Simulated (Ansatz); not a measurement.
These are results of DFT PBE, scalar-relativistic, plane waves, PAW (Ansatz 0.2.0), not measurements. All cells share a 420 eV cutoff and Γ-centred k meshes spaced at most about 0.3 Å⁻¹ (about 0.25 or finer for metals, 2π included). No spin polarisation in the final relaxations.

These are static total energies at zero pressure.

Two forms of Zr2B3 were relaxed alike.

1.

```
CELL_PARAMETERS angstrom
3.69345 0.00000 0.00000
-1.62966 4.62755 0.00000
-1.01558 -0.56223 7.21037
ATOMIC_POSITIONS crystal
Zr 0.78667 0.68317 0.64958
Zr 0.90839 0.72794 0.11730
Zr 0.21333 0.31683 0.35042
Zr 0.09161 0.27206 0.88270
B 0.71534 0.15644 0.53035
B 0.58621 0.12098 0.10387
B 0.28466 0.84356 0.46965
B 0.41379 0.87902 0.89613
B 0.43242 0.04727 0.68737
B 0.56758 0.95273 0.31263
```

2.

```
CELL_PARAMETERS angstrom
5.58185 0.00000 0.00000
-2.79093 4.83403 0.00000
0.00000 0.00000 3.59446
ATOMIC_POSITIONS crystal
Zr 0.33333 0.66667 0.50000
Zr 0.66667 0.33333 0.50000
B 0.50000 0.00000 0.00000
B 0.00000 0.50000 0.00000
B 0.50000 0.50000 0.00000
```

Question: Which would you expect to be lower, and how large is the difference?

Answer: Cell 1 is lower, by 1.25 eV/atom. Cell 1 has space group P-1 (No. 2), 12.3 Å³/atom and no gap on its mesh; cell 2 has space group P6/mmm (No. 191), 19.4 Å³/atom and no gap. Counting B atoms around Zr (those within 1.25 times the shortest such distance or 1.15 times the sum of covalent radii, 1.27 where that leaves under three; a slash parts the counts of unlike sites), cell 1 has Zr 8/10 and cell 2 has Zr 6. Cell 1 holds B–B chains (shortest 1.64 Å); in cell 2 the shortest B–B distance is 2.79 Å. The denser one is the lower, and pressure would at first widen the difference. Both come from invented guesses.

Cells relaxed within their symmetry can be saddle points.
